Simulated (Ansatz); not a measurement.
**Cs₂LiScF₆ (Fm-3m), zone-centre modes**

Method: DFT PBEsol, scalar-relativistic, plane waves, PAW in Ansatz 0.2.0. The runs took a 420 eV cutoff, a Γ-centred 6×6×6 mesh and Gaussian smearing (0.05 eV). No spin polarisation.

Zero of the scan (relaxed at this level; it needn't be the usual structure):

```xyz
10
Lattice="0.0000 4.2964 4.2964 4.2964 0.0000 4.2964 4.2964 4.2964 0.0000" Properties=species:S:1:pos:R:3 pbc="T T T"
Cs    6.4446    6.4446    6.4446
Cs    2.1482    2.1482    2.1482
Li    4.2964    4.2964    4.2964
Sc    0.0000    0.0000    0.0000
F     2.0349    4.2964    4.2964
F     4.2964    4.2964    2.0349
F     6.5578    4.2964    4.2964
F     4.2964    2.0349    4.2964
F     4.2964    6.5578    4.2964
F     4.2964    4.2964    6.5578
```

Harmonic modes by finite displacements of 0.02 Å, without the LO–TO term.

(1) At this geometry, is the structure stable against these modes?

(2) List the wavenumbers in cm⁻¹.

Answers

(1) Yes: no mode is imaginary beyond 10 cm⁻¹, and only the three translations lie near zero.

(2) 0, 0, 0, 38, 38, 38, 84, 84, 84, 129, 129, 129, 136, 136, 136, 178, 178, 178, 240, 240, 240, 245, 245, 245, 312, 312, 424, 424, 424, 457.